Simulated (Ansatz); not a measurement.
NbS2Br2:
```yaml
crystal:
  lattice:
    - [3.30869, 5.68590, 0.00000]
    - [-3.30869, 5.68590, 0.00000]
    - [-2.40469, 0.00000, 6.57860]
  atoms:
    - { symbol: Nb, position: [0.12556, 0.12556, 0.00000] }
    - { symbol: Nb, position: [0.87444, 0.87444, 0.00000] }
    - { symbol: S, position: [0.85935, 0.14065, 0.69119] }
    - { symbol: S, position: [0.14065, 0.85935, 0.30881] }
    - { symbol: S, position: [0.32430, 0.67570, 0.13193] }
    - { symbol: S, position: [0.67570, 0.32430, 0.86807] }
    - { symbol: Br, position: [0.97397, 0.43361, 0.23376] }
    - { symbol: Br, position: [0.02603, 0.56639, 0.76624] }
    - { symbol: Br, position: [0.43361, 0.97397, 0.76624] }
    - { symbol: Br, position: [0.56639, 0.02603, 0.23376] }
```

Relaxed with r²SCAN+D4. Special points in fractions of this cell's reciprocal vectors: Γ (0.000, 0.000, 0.000); Y (0.500, 0.500, 0.000); M (0.500, 0.500, 0.500); A (0.000, 0.000, 0.500); L2 (0.000, 0.500, 0.500); V2 (0.000, 0.500, 0.000).

Question: List the band energies nearest the valence-band maximum at these points for r²SCAN+D4 in the plane-wave PAW code Ansatz.

Answer: In eV from the valence-band maximum; about four levels below and three above (degenerate sets whole), none deeper than 8.9 eV; points with the same levels are listed once.

```json
[
 {"k": "Γ", "below": "-1.42 -1.10 -1.10 -0.30", "above": "1.94 2.37 2.51"},
 {"k": "Y", "below": "-1.36 -1.26 -1.10 -0.28", "above": "1.83 2.42 2.54"},
 {"k": "M", "below": "-1.39 -1.16 -1.08 -0.01", "above": "1.65 2.28 2.66"},
 {"k": "A", "below": "-1.40 -1.26 -1.10 -0.17", "above": "2.12 2.41 2.71"},
 {"k": "L2", "below": "-1.46 -1.18 -0.94 -0.19", "above": "2.11 2.19 2.59"},
 {"k": "V2", "below": "-1.65 -1.35 -0.99 -0.06", "above": "2.29 2.35 2.36"}
]
```

Space group C2/m. The workflow started from a Materials Project entry (that database holds measured and hypothetical structures alike); the Crystallography Open Database copy checked does not list it. Its standing as an ambient phase is unchecked. The r²SCAN+D4 relaxation kept the symmetry of its start; whether a distortion lowers the energy is not shown. The run is not spin-polarised. Spin–orbit coupling is left out wherever it is not named.

Potentials: the later of the program's two PAW sets.
